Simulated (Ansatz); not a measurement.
## SiO₂: a fit and a missing row

SiO₂, I-42d, a = 4.925 Å, c = 7.287 Å. This isn't the usual stable structure of the compound. Ansatz: LDA, PAW, 420 eV, Γ-centred 8×8×8 mesh on 6 atoms, Gaussian smearing 0.02 eV; no spin polarisation. Shape and atoms are relaxed at each volume; pressure is positive in compression.

| V (Å³/atom) | P (GPa) |
| --- | --- |
| 13.846 | 1.36 |
| 14.288 | 0.67 |
| 14.730 | 0.00 |
| 15.172 | ? |
| 15.614 | -1.06 |

Q: Take V0 = 14.730 Å³/atom, fit the third-order Birch–Murnaghan form to the other rows, and predict the missing pressure.

A: With the Eulerian strain f = ½[(V0/V)^(2/3) − 1] and y = P/[3f(1 + 2f)^(5/2)], the form is the line y = B0 + 1.5 B0 (B0′ − 4) f. Rows (f, y): 0.02106, 19.42; 0.01026, 20.69; -0.01905, 20.44. Means f = 0.004090, y = 20.183; Σ(Δf)² = 0.0008615, ΣΔfΔy = -0.01577; the slope is their ratio. y = 20.26 − 18.30 f GPa, so B0 = 20.3 GPa and B0′ = 4 + 2 × (-18.30)/(3 × 20.26) = 3.40. At V = 15.172, f = -0.00976, y = 20.439 and P = -0.57 GPa. The run gave -0.59 GPa, so the fit is 0.02 GPa too high, within the rms miss on the fitted rows (0.02 GPa).